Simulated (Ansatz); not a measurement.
An Ansatz input:

```yaml
crystal:
  lattice:
    - [5.8014526506, 0.0, 0.0]
    - [-2.9007263253, 5.0242053743, 0.0]
    - [0.0, 0.0, 3.6297240155]
  atoms:
    - { symbol: In, position: [0.0, 0.0, 0.0] }
    - { symbol: In, position: [0.3333333333, 0.6666666667, 0.5] }
    - { symbol: In, position: [0.6666666667, 0.3333333333, 0.5] }
hamiltonian:
  xc: blyp
  pseudopotentials:
    kind: paw
    azcp:
      In: "pseudopotentials/In.paw.azcp"
basis:
  ecutwfc: 420
  fft_grid_basis: typed
kpoints:
  mp_grid: { grid: [8, 8, 10], shift: [0, 0, 0] }
magnetization:
  spin_polarized: false
scf:
  occupations: { method: fermi_dirac, width: 0.1 }
  lower_state_search: "off"
output:
  stress: true
```

and its output:

```
Engine: ansatz 0.2.0, aarch64-unknown-linux-gnu
Pseudopotentials: kind: paw
Pseudopotential: In, paw, valence charge 13, recommended cutoff 420 eV (normal) 
Functional definition: BLYP
  parameter beta = 0.0042
  parameter a = 0.04918
  parameter b = 0.132
  parameter c = 0.2533
  parameter d = 0.349
  exchange = b88_x(beta = beta)
  correlation = lyp_c(a = a, b = b, c = c, d = d)
Crystal: 3 atoms, lattice volume = 105.798 Å³
Basis set: ecut = 420 eV, 2089 PW (Γ), exchange–correlation on 80×80×50 points (8 copies of the dense FFT grid, shifted against one another)
Bands: 24, of which v1, the nominal top of the filled ones, is band 20 counted from 1 (19 counted from 0)
Symmetry: 24 space group operations
Space group: P6/mmm (ITA 191), of the structure as read, at distance tolerance 4.7e-5 Å
k-points: 60 of 640
Non-local potential: In, projectors of the file, l = 0: 2, l = 1: 2, l = 2: 2, l = 3: 2
PAW form: soft (Blöchl's): semilocal exchange-correlation on the pseudo side does not see the compensation charge
PAW frozen core: In, regenerated for the run's functional, and the local potential with it (the file was generated under x = pbe(κ = 0.804, μ = 0.2195149727645171), c = pbe(β = 0.06672455060314922))
PAW one-centre angular grid: In, 590 points (default); XC on 64 Gauss nodes
Initial density: superposition of atomic densities (neutral atoms: chi_scale 0, normalization atom), corrected by the library's trained network
Initial wavefunctions: pseudopotential atomic-orbital guess
Functional: x = b88, c = lyp
SCF iter   1: F=—  HF=-16841.368597 eV  |F-HF|=—  |Δ(HF+E_count)|=         —  Δρ=5.83e-3  dr2=3.20e-2  ethr=1.77e-3  ⟨swp⟩=5.7  Hψ=6168  notcnv=0
SCF iter   2: F=—  HF=-16841.365192 eV  |F-HF|=—  |Δ(HF+E_count)|=   3.41e-3  Δρ=3.83e-3  dr2=1.51e-2  ethr=8.21e-5  ⟨swp⟩=1.0  Hψ=1920  notcnv=0
SCF iter   3: F=—  HF=-16841.365623 eV  |F-HF|=—  |Δ(HF+E_count)|=   4.31e-4  Δρ=1.23e-3  dr2=1.46e-3  ethr=3.88e-5  ⟨swp⟩=2.9  Hψ=2663  notcnv=0
SCF iter   4: F=—  HF=-16841.365350 eV  |F-HF|=—  |Δ(HF+E_count)|=   2.73e-4  Δρ=3.49e-4  dr2=1.63e-4  ethr=3.75e-6  ⟨swp⟩=2.0  Hψ=2530  notcnv=0
SCF iter   5: F=—  HF=-16841.365423 eV  |F-HF|=—  |Δ(HF+E_count)|=   7.37e-5  Δρ=1.92e-4  dr2=2.59e-5  ethr=4.19e-7  ⟨swp⟩=3.0  Hψ=2762  notcnv=0
SCF iter   6: F=—  HF=-16841.365426 eV  |F-HF|=—  |Δ(HF+E_count)|=   2.31e-6  Δρ=2.62e-5  dr2=1.14e-6  ethr=6.65e-8  ⟨swp⟩=2.0  Hψ=2623  notcnv=0
SCF iter   7: F=-16841.365427 eV  HF=-16841.365427 eV  |F-HF|=6.54e-9  |Δ(HF+E_count)|=   1.70e-6  Δρ=7.67e-6  dr2=8.29e-8  ethr=2.56e-10  ⟨swp⟩=3.1  Hψ=5843  notcnv=0
SCF 1 converged in 7 iterations: F = -16841.365427 eV  dr2 = 8.29e-8
SCF converged after 7 iterations
Free energy (F): -16841.365427 eV
Harris-Foulkes:  -16841.365427 eV  (|F-HF|=6.54e-9)
Internal energy: -16841.297254 eV  (E = F + TS)
E sigma→0 (E₀):  -16841.331341 eV
Entropy (-TS):   -0.068173 eV (-22.724 meV/atom)
Fermi energy:    7.109135 eV
--- Per-component energies (eV) ---
  E_band       = -188.689895
  E_kinetic    = 718.545750
  E_local      = -3768.180716  (includes V_loc(G=0)·N_el)
  E_nonlocal   = 1091.800079
  E_hartree    = 1471.159407
  E_xc         = -639.543741
  E_vxc        = -291.228294  (∫ρ·V_xc dr)
  E_paw        = -12505.846804  (= ΣΔE_a)
  E_vpaw       = -881.942553  (= ΣTr[D̂ρ^β])
  E_aug_tail   = 0.000079  (compensation charges beyond the density's cutoff)
  E_ewald      = -3208.663914
  E_core_change = -0.567395  (= ΣΔE_core)
  E_smearing   = -0.068173  (= −TS)
  E_closure    = -0.000000  (closes the sum)
  Σ components = -16841.365427   (vs F -16841.365427, Δ=0.00e0)
--- Stress (GPa, compression-positive) ---
       -1.630713       0.000000       0.000000
        0.000000      -1.630713       0.000000
        0.000000       0.000000      -1.741532
  P = ⅓ Tr σ = -1.6677 GPa (-16.677 kbar)
```
